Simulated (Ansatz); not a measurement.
LaNbN3:
```xyz
5
Lattice="4.0630 0.0000 0.0000 0.0000 4.0630 0.0000 0.0000 0.0000 4.0630" Properties=species:S:1:pos:R:3 pbc="T T T"
La     0.0000     0.0000     0.0000
Nb     2.0315     2.0315     2.0315
N      2.0315     2.0315     0.0000
N      2.0315     0.0000     2.0315
N      0.0000     2.0315     2.0315
```

Relaxed with PBEsol. Special points in fractions of this cell's reciprocal vectors: Γ (0.000, 0.000, 0.000); X (0.000, 0.500, 0.000); M (0.500, 0.500, 0.000); R (0.500, 0.500, 0.500).

Task: List the band energies nearest the Fermi level at these points for the program Ansatz at the PBEsol with spin–orbit coupling level (PAW).

Result: In eV from the Fermi level; about four levels below and three above (degenerate sets whole), none deeper than 8.9 eV; points with the same levels are listed once.

```json
[
 {"k": "Γ", "below": "-1.09 -1.09 -1.09 -1.09 -1.08 -1.08", "above": "0.48 0.48 0.57 0.57 0.57 0.57"},
 {"k": "X", "below": "-2.49 -2.49 -2.15 -2.15", "above": "0.13 0.13 0.25 0.25"},
 {"k": "M", "below": "-1.09 -1.09 -0.57 -0.57", "above": "0.49 0.49 3.04 3.04"},
 {"k": "R", "below": "-3.81 -3.81 -3.81 -3.81", "above": "0.52 0.52 0.53 0.53 0.53 0.53"}
]
```

Space group Pm-3m (cubic perovskite). The start of the workflow was typed in or built on a structure type; neither database checked (COD, Materials Project) lists it. Whether it is the stable phase at ambient conditions was not checked. The cell was relaxed with PBEsol under the symmetry of its start. At this level the phase is dynamically unstable (imaginary phonons). The workflow began spin-polarised and lost its moments.

Potentials: the earlier of the program's two PAW sets. The files were generated under PBE; for other functionals the program regenerates the frozen cores, and for LDA and PBEsol the local potential too.
